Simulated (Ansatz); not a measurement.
Rough cost of magnetic runs on Fe (Im-3m) in Ansatz 0.2.0, 2 threads of Intel(R) Xeon(R) 6975P-C (Granite Rapids), on a shared host.

```xyz
4
Lattice="0.0000 -2.8860 2.8860 2.8860 0.0000 0.0000 1.4430 1.4430 4.3290" Properties=species:S:1:pos:R:3 pbc="T T T"
Fe    0.0000    0.0000    0.0000
Fe    1.4430   -1.4430    1.4430
Fe    1.4430   -1.4430    4.3290
Fe    2.8860    0.0000    2.8860
```

| run | functional, mesh | k points solved | bands | iterations | wall time (s) | peak memory (GiB) |
| --- | --- | --- | --- | --- | --- | --- |
| PAW: parallel moments | PBE, 10×10×10 | 171 | 46 | 9 | 11 | 0.77 |
| LAPW: start Fe1↑ Fe2↑ Fe3↑ Fe4↓ on spinors | PBE, 10×10×10 | 171 | 78 | 27 | 790 | 3.1 |
| LAPW: parallel moments on spinors | PBE, 10×10×10 | 171 | 78 | 10 | 360 | 3 |
| PAW: in-plane start at Fe1 0°, Fe2 180°, Fe3 90°, Fe4 270° | PBE, 10×10×10 | 171 | 78 | 13 | 42 | 1.2 |
| LAPW: in-plane start at Fe1 0°, Fe2 180°, Fe3 90°, Fe4 270° | PBE, 10×10×10 | 171 | 78 | 24 | 760 | 3.3 |
| PAW: parallel moments on spinors | PBE, 10×10×10 | 171 | 78 | 12 | 47 | 1.2 |
| PAW: start Fe1↑ Fe2↑ Fe3↑ Fe4↓ on spinors | PBE, 10×10×10 | 171 | 78 | 21 | 68 | 1.2 |
